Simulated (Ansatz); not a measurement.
A plane-wave DFT run in Ansatz 0.2.0 (scalar-relativistic PAW potentials unless the input names others): input and command.

```yaml
crystal:
  lattice:
    - [0.0, 2.1583911278, 2.3762598617]
    - [2.0370081767, 0.0, 2.3762598617]
    - [2.0370081767, 2.1583911278, 0.0]
  atoms:
    - { symbol: H, position: [0.0, 0.0, 0.0] }
    - { symbol: F, position: [0.5, 0.5, 0.5] }
basis:
  ecutwfc: "80 eV"
kpoints:
  mp_grid: { grid: [14, 14, 14] }
hamiltonian:
  xc: pbesol
scf:
  occupations: { method: gaussian, width: 0.02 }
  max_iter: 60
output:
  forces: true
  eigenvalues: true
  stress: true
```

```bash
ansatz run input.yaml --threads 1 --pin off --max-ram 1331MiB --backend cpu --events-out ev --progress --plain --runs-dir out
```

Abridged log:
```
Basis set: ecut = 80 eV, 35 PW (Γ), exchange–correlation on 20×20×18 points (8 copies of the dense FFT grid, shifted against one another)
Bands: 8, of which v1, the nominal top of the filled ones, is band 4 counted from 1 (3 counted from 0)
Symmetry: 8 space group operations
k-points: 428 of 2744
SCF iter   1: F=—  HF=-752.212842 eV  |F-HF|=—  |Δ(HF+E_count)|=         —  Δρ=9.16e-1  dr2=1.22e2  ethr=1.77e-3  ⟨swp⟩=4.0  Hψ=17154  notcnv=0
SCF iter   2: F=—  HF=-684.175857 eV  |F-HF|=—  |Δ(HF+E_count)|=    6.80e1  Δρ=7.22e-2  dr2=8.06e-1  ethr=1.77e-3  ⟨swp⟩=3.6  Hψ=13951  notcnv=0  defer=97
SCF iter   3: F=—  HF=-684.275921 eV  |F-HF|=—  |Δ(HF+E_count)|=   1.00e-1  Δρ=1.68e-2  dr2=4.50e-2  ethr=1.77e-3  ⟨swp⟩=2.7  Hψ=8309  notcnv=0  defer=95
SCF iter   4: F=—  HF=-684.285876 eV  |F-HF|=—  |Δ(HF+E_count)|=   9.96e-3  Δρ=2.30e-3  dr2=1.09e-3  ethr=5.62e-4  ⟨swp⟩=2.5  Hψ=7336  notcnv=0  defer=69
SCF iter   5: F=—  HF=-684.285628 eV  |F-HF|=—  |Δ(HF+E_count)|=   2.48e-4  Δρ=3.59e-4  dr2=3.14e-5  ethr=1.36e-5  ⟨swp⟩=1.8  Hψ=4010  notcnv=0  defer=62
SCF iter   6: F=—  HF=-684.287271 eV  |F-HF|=—  |Δ(HF+E_count)|=   1.64e-3  Δρ=3.07e-5  dr2=1.39e-7  ethr=3.92e-7  ⟨swp⟩=2.3  Hψ=4666  notcnv=0  defer=62
SCF iter   7: F=-684.287271 eV  HF=-684.287271 eV  |F-HF|=8.42e-10  |Δ(HF+E_count)|=   1.18e-8  Δρ=3.76e-6  dr2=1.62e-9  ethr=1.25e-9  ⟨swp⟩=4.3  Hψ=17363  notcnv=0
SCF 1 converged in 7 iterations: F = -684.287271 eV  dr2 = 1.62e-9
SCF converged after 7 iterations
Free energy (F): -684.287271 eV
Harris-Foulkes:  -684.287271 eV  (|F-HF|=8.42e-10)
Internal energy: -684.287258 eV  (E = F + TS)
E sigma→0 (E₀):  -684.287264 eV
Entropy (-TS):   -0.000013 eV (-0.007 meV/atom)
Fermi energy:    2.434735 eV
--- Forces (eV/Å), atoms counted from 1 ---
  atom   1  H      0.00000000     0.00000000     0.00000000
  atom   2  F      0.00000000     0.00000000     0.00000000
--- Stress (GPa, compression-positive) ---
       14.378091       0.000000       0.000000
        0.000000      28.082123       0.000000
        0.000000       0.000000       5.333248
  P = ⅓ Tr σ = 15.9312 GPa (159.312 kbar)
```

Q: What should be changed?

A: The fault is a cutoff far too low (basis.ecutwfc: 420 → "80 eV", the first being the value of the sound run). Setting it back cures it. The log, from which this was withheld above, says: «Warning: basis.ecutwfc = 80 eV is below the records' recommended 420 eV, and the density's cutoff is lower with it unless basis.ecutrho_ratio is high enough to keep the records' density cutoff: compare with a run at a higher cutoff» The run converged all the same, with an energy at zero smearing 64.3 eV/atom above the reference's, pressure 15.93 GPa, largest force 0.000 eV/Å, no gap on the mesh, so convergence alone doesn't show that an input is right. A reference run from the same start on usual settings converged with pressure -23.99 GPa, largest force 0.000 eV/Å, gap on the mesh 0.58 eV.